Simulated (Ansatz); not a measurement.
## Tc (hcp)

Method: HSE06, scalar-relativistic; no spin polarisation; PAW, 600 eV, Γ-centred 8×8×6 mesh, 0.05 eV Gaussian smearing; code Ansatz. The datasets are Ansatz's generated set soft_2.

```yaml
crystal:
  lattice:
    - [2.71496, 0.00000, 0.00000]
    - [-1.35748, 2.35122, 0.00000]
    - [0.00000, 0.00000, 4.35478]
  atoms:
    - { symbol: Tc, position: [0.33333, 0.66667, 0.75000] }
    - { symbol: Tc, position: [0.66667, 0.33333, 0.25000] }
```

The volume is at zero pressure for this level.

A non-hydrostatic stress of up to 0.4 GPa remains in this cell.

Path: Γ–M–K–Γ–A–L–H–A | L–M | H–K, with Γ = (0.000, 0.000, 0.000), M = (0.500, 0.000, 0.000), K = (0.333, 0.333, 0.000), A = (0.000, 0.000, 0.500), L = (0.500, 0.000, 0.500), H = (0.333, 0.333, 0.500) in reciprocal vectors of the calculation's cell.

Task: Is it a metal or an insulator, and if it has a gap, where are the band edges on this path?

Result: A metal: bands cross the Fermi level.

Bands as a text map, energy in eV from the Fermi level (dashes), each leg drawn with the same width:
```
  1.71 |         *     *    *        *      *  
  1.50 |          *          *        *        
  1.29 |             *                         
  1.07 |  *                                    
  0.86 |              *       *                
  0.64 |  *                                *   
  0.43 |  *                *          * *      
  0.21 | *        ** *     **  *     *         
  0.00 |*-----------*-*---------*---------*----
 -0.21 |       **  *             **        ****
 -0.43 | *    *   *       *  *         *       
 -0.64 |  * **                          **     
 -0.86 | *       * *                  *        
 -1.07 |*  **       *                    *     
 -1.29 | *  *        * *           *     *     
 -1.50 | **  *   * *  *  *    *                
 -1.71 |* *   *   * *     *            *       
 -1.93 |*  *   *    ** * *         *           
 -2.14 |   *  *   *   ***      ***  *   * ***  
 -2.36 |    **  *      **           *    *   **
 -2.57 |      ** *                *            
 -2.79 | *                              *      
 -3.00 |       *   *                           
 -3.21 |  *              *        *            
 -3.43 |  *     *                * *        ***
 -3.64 |         *        *    *           *   
 -3.86 |          *           * *      *  *    
 -4.07 |        * *                   **     **
        Γ   M   K   Γ   A   L   H   AL   MH   K
```

Pressures of hybrids are less tightly converged. For a metal under a hybrid functional this mesh is coarse.
